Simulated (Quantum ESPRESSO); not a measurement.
GaHf2NbO8, one run as intended and one with a planted mistake

A calculation, not a measurement. The program is pw.x of Quantum ESPRESSO 7.5 (plane-wave density functional theory). The cell is made up: 12 atoms on a rutile lattice, with randomly drawn elements, strain and displacements, not relaxed. PseudoDojo standard norm-conserving files (v0.5 for PBE, v0.4.1 for LDA and PBEsol) set the functional; there is no spin polarisation, spin-orbit coupling or dispersion term, and the masses in the input are unused placeholders.

The hafnium pseudopotential is less sure than the others, with forces about 3 percent (worst 6) and pressure in oxides about 1.5 GPa (worst 2.7) from a second method in checks, which no rerun with the same files tests.

Intended input:

```
&control calculation='scf', pseudo_dir='./dojo.nc.sr.pbe.v0_5.standard.upf', outdir='./o', disk_io='low', tprnfor=.true., tstress=.true. /
&system ibrav=0, nat=12, ntyp=4, nbnd=55, ecutwfc=84.00895049, nosym=.true., tot_charge=0,
 occupations='smearing', smearing='fd', degauss=0.0018374661
/
&electrons conv_thr=7.350e-09, electron_maxstep=60, /
ATOMIC_SPECIES
Ga 1.0 Ga.upf
Hf 1.0 Hf.upf
Nb 1.0 Nb.upf
O 1.0 O.upf
CELL_PARAMETERS angstrom
4.7645 0.0 0.0
0.0 4.7645 0.0
0.0 0.0 6.3004
ATOMIC_POSITIONS angstrom
Ga 0.0155 -0.006 -0.0107
Hf 2.3402 2.408 1.5402
Nb -0.072 -0.0164 3.169
Hf 2.3632 2.3988 4.7131
O 1.4395 1.4094 -0.0033
O 3.2716 3.3224 0.0256
O 3.8346 0.9304 1.6157
O 0.9242 3.7926 1.5935
O 1.449 1.4518 3.1155
O 3.336 3.3211 3.208
O 3.7772 0.889 4.6866
O 0.9476 3.8596 4.7161
K_POINTS automatic
5 5 4 1 1 1
```

The log is shortened where brackets say so; the opening notice, blank lines, dates and the lines on written files are dropped, and the path of the files is cut. It prints rydbergs, bohrs and kilobars, and counts compression as positive stress. Where no state is partly filled, the Fermi energy that it prints is only some level between the filled and the empty states on the mesh, and need not lie in the true gap.

Log of the intended run:

```
     Program PWSCF v.7.5
     Parallel version (MPI & OpenMP), running on       4 processor cores
     Number of MPI processes:                 4
     Threads/MPI process:                     1
     [start-up lines left out]
     bravais-lattice index     =            0
     lattice parameter (alat)  =       9.0036  a.u.
     unit-cell volume          =     965.1602 (a.u.)^3
     number of atoms/cell      =           12
     number of atomic types    =            4
     number of electrons       =        98.00
     number of Kohn-Sham states=           55
     kinetic-energy cutoff     =      84.0090  Ry
     charge density cutoff     =     336.0358  Ry
     scf convergence threshold =      7.3E-09
     mixing beta               =       0.7000
     number of iterations used =            8  plain     mixing
     Exchange-correlation= PBE
                           (   1   4   3   4   0   0   0)
     [axes and pseudopotential details left out]
   Cartesian axes
     site n.     atom                  positions (alat units)
         1        Ga     tau(   1) = (   0.0032532  -0.0012593  -0.0022458  )
         2        Hf     tau(   2) = (   0.4911743   0.5054046   0.3232658  )
         3        Nb     tau(   3) = (  -0.0151118  -0.0034421   0.6651275  )
         4        Hf     tau(   4) = (   0.4960017   0.5034736   0.9892119  )
         5        O      tau(   5) = (   0.3021303   0.2958128  -0.0006926  )
         6        O      tau(   6) = (   0.6866618   0.6973240   0.0053731  )
         7        O      tau(   7) = (   0.8048274   0.1952776   0.3391122  )
         8        O      tau(   8) = (   0.1939763   0.7960122   0.3344527  )
         9        O      tau(   9) = (   0.3041243   0.3047119   0.6538986  )
        10        O      tau(  10) = (   0.7001784   0.6970511   0.6733130  )
        11        O      tau(  11) = (   0.7927799   0.1865883   0.9836499  )
        12        O      tau(  12) = (   0.1988876   0.8100745   0.9898415  )
     number of k points=    50  Fermi-Dirac smearing, width (Ry)=  0.0018
                       cart. coord. in units 2pi/alat
        k(    1) = (   0.1000000   0.1000000   0.0945277), wk =   0.0400000
        k(    2) = (   0.1000000   0.1000000   0.2835832), wk =   0.0400000
     [further k points left out]
     Dense  grid:   100333 G-vectors     FFT dimensions: (  54,  54,  72)
     Estimated max dynamical RAM per process >     308.82 MB
     Estimated total dynamical RAM >       1.13 GB
     Initial potential from superposition of free atoms
     starting charge      97.9913, renormalised to      98.0000
     Starting wfcs are   71 randomized atomic wfcs
     total cpu time spent up to now is        6.3 secs
     per-process dynamical memory:   240.4 Mb
     Self-consistent Calculation
     iteration #  1     ecut=    84.01 Ry     beta= 0.70
     Davidson diagonalization with overlap
     ethr =  1.00E-02,  avg # of iterations =  2.0
     total cpu time spent up to now is       17.0 secs
     total energy              =    -766.37173688 Ry
     estimated scf accuracy    <       5.16319511 Ry
     iteration #  2     ecut=    84.01 Ry     beta= 0.70
     Davidson diagonalization with overlap
     ethr =  5.27E-03,  avg # of iterations =  6.9
     total cpu time spent up to now is       32.5 secs
     total energy              =    -763.44973964 Ry
     estimated scf accuracy    <      28.26203644 Ry
     [iterations 3 to 13 left out]
     iteration # 14     ecut=    84.01 Ry     beta= 0.70
     Davidson diagonalization with overlap
     ethr =  2.88E-10,  avg # of iterations =  2.0
     total cpu time spent up to now is      183.4 secs
     total energy              =    -768.97900096 Ry
     estimated scf accuracy    <       0.00000003 Ry
     iteration # 15     ecut=    84.01 Ry     beta= 0.70
     Davidson diagonalization with overlap
     ethr =  2.70E-11,  avg # of iterations =  4.1
     total cpu time spent up to now is      196.1 secs
     End of self-consistent calculation
     [lines on levels left out]
     the Fermi energy is    10.2167 ev
!    total energy              =    -768.97900097 Ry
     estimated scf accuracy    <          2.8E-09 Ry
     smearing contrib. (-TS)   =       0.00000000 Ry
     internal energy E=F+TS    =    -768.97900097 Ry
     The total energy is F=E-TS. E is the sum of the following terms:
     one-electron contribution =    -209.34913537 Ry
     hartree contribution      =     164.95541778 Ry
     xc contribution           =    -192.31179777 Ry
     ewald contribution        =    -532.27348561 Ry
     convergence has been achieved in  15 iterations
     Forces acting on atoms (cartesian axes, Ry/au):
     atom    1 type  1   force =    -0.00096473   -0.00217071    0.01531336
     atom    2 type  2   force =     0.00879600   -0.03164255   -0.03301087
     atom    3 type  3   force =     0.01887221    0.03434636   -0.02286791
     atom    4 type  2   force =    -0.02053868   -0.02283352    0.06407279
     atom    5 type  4   force =    -0.02400924   -0.01457241   -0.00278313
     atom    6 type  4   force =     0.04856098    0.03449593   -0.02535993
     atom    7 type  4   force =     0.03837177   -0.04313113    0.02803887
     atom    8 type  4   force =    -0.06010706    0.05958842    0.02695704
     atom    9 type  4   force =    -0.04422199   -0.04149270    0.02501895
     atom   10 type  4   force =     0.02991192    0.02618813   -0.03253078
     atom   11 type  4   force =     0.04814368   -0.02935588   -0.01941236
     atom   12 type  4   force =    -0.04281486    0.03058006   -0.02343602
     Total force =     0.200820     Total SCF correction =     0.000133
     Computing stress (Cartesian axis) and pressure
          total   stress  (Ry/bohr**3)                   (kbar)     P=       22.27
   0.00017740  -0.00025676  -0.00009717           26.10      -37.77      -14.29
  -0.00025676   0.00019571  -0.00008506          -37.77       28.79      -12.51
  -0.00009717  -0.00008506   0.00008106          -14.29      -12.51       11.92
     init_run     :      5.94s CPU      6.17s WALL (       1 calls)
     electrons    :    189.28s CPU    189.81s WALL (       1 calls)
     forces       :      2.42s CPU      2.45s WALL (       1 calls)
     stress       :      8.51s CPU      8.72s WALL (       1 calls)
     [timing details left out]
     PWSCF        :   3m26.33s CPU   3m27.42s WALL
     JOB DONE.
```

A second run has one planted mistake: the k-point mesh is too coarse. The input lines that differ, file-writing options aside:

```
- 5 5 4 1 1 1
+ 2 2 2 1 1 1
```

Its log:

```
     Program PWSCF v.7.5
     Parallel version (MPI & OpenMP), running on       4 processor cores
     Number of MPI processes:                 4
     Threads/MPI process:                     1
     [start-up lines left out]
     bravais-lattice index     =            0
     lattice parameter (alat)  =       9.0036  a.u.
     unit-cell volume          =     965.1602 (a.u.)^3
     number of atoms/cell      =           12
     number of atomic types    =            4
     number of electrons       =        98.00
     number of Kohn-Sham states=           55
     kinetic-energy cutoff     =      84.0090  Ry
     charge density cutoff     =     336.0358  Ry
     scf convergence threshold =      7.3E-09
     mixing beta               =       0.7000
     number of iterations used =            8  plain     mixing
     Exchange-correlation= PBE
                           (   1   4   3   4   0   0   0)
     [axes and pseudopotential details left out]
   Cartesian axes
     site n.     atom                  positions (alat units)
         1        Ga     tau(   1) = (   0.0032532  -0.0012593  -0.0022458  )
         2        Hf     tau(   2) = (   0.4911743   0.5054046   0.3232658  )
         3        Nb     tau(   3) = (  -0.0151118  -0.0034421   0.6651275  )
         4        Hf     tau(   4) = (   0.4960017   0.5034736   0.9892119  )
         5        O      tau(   5) = (   0.3021303   0.2958128  -0.0006926  )
         6        O      tau(   6) = (   0.6866618   0.6973240   0.0053731  )
         7        O      tau(   7) = (   0.8048274   0.1952776   0.3391122  )
         8        O      tau(   8) = (   0.1939763   0.7960122   0.3344527  )
         9        O      tau(   9) = (   0.3041243   0.3047119   0.6538986  )
        10        O      tau(  10) = (   0.7001784   0.6970511   0.6733130  )
        11        O      tau(  11) = (   0.7927799   0.1865883   0.9836499  )
        12        O      tau(  12) = (   0.1988876   0.8100745   0.9898415  )
     number of k points=     4  Fermi-Dirac smearing, width (Ry)=  0.0018
                       cart. coord. in units 2pi/alat
        k(    1) = (   0.2500000   0.2500000   0.1890555), wk =   0.5000000
        k(    2) = (   0.2500000   0.2500000  -0.1890555), wk =   0.5000000
     [further k points left out]
     Dense  grid:   100333 G-vectors     FFT dimensions: (  54,  54,  72)
     Estimated max dynamical RAM per process >     171.90 MB
     Estimated total dynamical RAM >     614.12 MB
     Initial potential from superposition of free atoms
     starting charge      97.9913, renormalised to      98.0000
     Starting wfcs are   71 randomized atomic wfcs
     total cpu time spent up to now is        1.8 secs
     per-process dynamical memory:    99.2 Mb
     Self-consistent Calculation
     iteration #  1     ecut=    84.01 Ry     beta= 0.70
     Davidson diagonalization with overlap
     ethr =  1.00E-02,  avg # of iterations =  2.0
     total cpu time spent up to now is        2.7 secs
     total energy              =    -766.36861158 Ry
     estimated scf accuracy    <       5.16584951 Ry
     iteration #  2     ecut=    84.01 Ry     beta= 0.70
     Davidson diagonalization with overlap
     ethr =  5.27E-03,  avg # of iterations =  7.0
     total cpu time spent up to now is        4.1 secs
     total energy              =    -763.51431270 Ry
     estimated scf accuracy    <      27.92662544 Ry
     [iterations 3 to 13 left out]
     iteration # 14     ecut=    84.01 Ry     beta= 0.70
     Davidson diagonalization with overlap
     ethr =  3.68E-10,  avg # of iterations =  2.0
     total cpu time spent up to now is       17.2 secs
     total energy              =    -768.97955880 Ry
     estimated scf accuracy    <       0.00000005 Ry
     iteration # 15     ecut=    84.01 Ry     beta= 0.70
     Davidson diagonalization with overlap
     ethr =  5.45E-11,  avg # of iterations =  4.0
     total cpu time spent up to now is       18.2 secs
     End of self-consistent calculation
     [lines on levels left out]
     the Fermi energy is    10.1379 ev
!    total energy              =    -768.97955881 Ry
     estimated scf accuracy    <          3.2E-09 Ry
     smearing contrib. (-TS)   =       0.00000000 Ry
     internal energy E=F+TS    =    -768.97955881 Ry
     The total energy is F=E-TS. E is the sum of the following terms:
     one-electron contribution =    -209.34388395 Ry
     hartree contribution      =     164.94728076 Ry
     xc contribution           =    -192.30947001 Ry
     ewald contribution        =    -532.27348561 Ry
     convergence has been achieved in  15 iterations
     Forces acting on atoms (cartesian axes, Ry/au):
     atom    1 type  1   force =    -0.00092625   -0.00219063    0.01523523
     atom    2 type  2   force =     0.00910671   -0.03189239   -0.03374815
     atom    3 type  3   force =     0.01883368    0.03492222   -0.02310143
     atom    4 type  2   force =    -0.02029819   -0.02295566    0.06475930
     atom    5 type  4   force =    -0.02397803   -0.01426381   -0.00281056
     atom    6 type  4   force =     0.04829732    0.03421707   -0.02544449
     atom    7 type  4   force =     0.03822372   -0.04310264    0.02860253
     atom    8 type  4   force =    -0.05998476    0.05946532    0.02776998
     atom    9 type  4   force =    -0.04500762   -0.04205301    0.02501851
     atom   10 type  4   force =     0.03035451    0.02686275   -0.03235867
     atom   11 type  4   force =     0.04803480   -0.02936916   -0.01992435
     atom   12 type  4   force =    -0.04265589    0.03035993   -0.02399791
     Total force =     0.201721     Total SCF correction =     0.000132
     Computing stress (Cartesian axis) and pressure
          total   stress  (Ry/bohr**3)                   (kbar)     P=       22.33
   0.00018809  -0.00025951  -0.00009653           27.67      -38.18      -14.20
  -0.00025951   0.00020648  -0.00008483          -38.18       30.37      -12.48
  -0.00009653  -0.00008483   0.00006087          -14.20      -12.48        8.95
     init_run     :      1.59s CPU      1.64s WALL (       1 calls)
     electrons    :     16.39s CPU     16.46s WALL (       1 calls)
     forces       :      0.35s CPU      0.38s WALL (       1 calls)
     stress       :      0.87s CPU      0.89s WALL (       1 calls)
     [timing details left out]
     PWSCF        :     19.37s CPU     19.56s WALL
     JOB DONE.
```

```
                                            intended run  run with the mistake
                          free energy (eV)    -10462.492            -10462.500
                    smearing term -TS (eV)        0.0000                0.0000
                            pressure (GPa)          2.23                  2.23
            largest force component (eV/Å)         1.647                 1.665
largest change of a force component (eV/Å)                               0.021
                                iterations            15                    15
```

For scale, a rerun of the intended cell at 1467 eV and a 7 x 7 x 6 mesh moved values by no more than 0.004 eV in energy, 0.04 GPa in stress and 0.002 eV/Å in force.